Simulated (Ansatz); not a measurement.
Data sheet: HfSi$_{2}$ (DFT)

HfSi2:
```cif
data_Hf2Si4
_chemical_formula_sum 'Si4 Hf2'
_space_group_name_H-M_alt 'P 1'
_space_group_IT_number 1
_cell_length_a 7.40088
_cell_length_b 7.40088
_cell_length_c 3.63586
_cell_angle_alpha 90.000
_cell_angle_beta 90.000
_cell_angle_gamma 151.440
loop_
_space_group_symop_operation_xyz
  'x, y, z'
loop_
_atom_site_label
_atom_site_type_symbol
_atom_site_fract_x
_atom_site_fract_y
_atom_site_fract_z
_atom_site_occupancy
Si1 Si 0.94473 0.05527 0.75000 1
Si2 Si 0.05527 0.94473 0.25000 1
Si3 Si 0.24985 0.75015 0.75000 1
Si4 Si 0.75015 0.24985 0.25000 1
Hf1 Hf 0.60472 0.39528 0.75000 1
Hf2 Hf 0.39528 0.60472 0.25000 1
```

Space group Cmcm (No. 63); conventional cell a = 3.651 Å, b = 14.344 Å, c = 3.636 Å, α = 90.00°, β = 90.00°, γ = 90.00°.

Method: DFT-PBEsol in the program Ansatz with PAW potentials. The cell and atoms are relaxed at this level. Other levels are named where they apply.

### Cell and energy

| Item | Value |
|---|---|
| Volume per atom | 15.87 Å³ |
| Density | 8.19 g/cm³ |
| Formation energy from the elements (no fitted shifts) | -0.66 eV/atom |

### Electronic structure

| Quantity | Value |
|---|---|
| Electronic character | metallic (no gap) |
| Density of states at the Fermi level | 0.21 states/eV per atom (mean over ±0.08 eV) |

### Charges

| Property | Result |
|---|---|
| Bader charges | Si -0.77 to -0.48, Hf +1.25 e |

The cell was relaxed with PBEsol under the symmetry of its start. The run is not spin-polarised. The references are the lowest solids computed at this level, not always the standard phases. Scalar-relativistic: spin–orbit coupling is off unless named, which matters more the heavier the elements.

Potentials: the later of the program's two PAW sets.
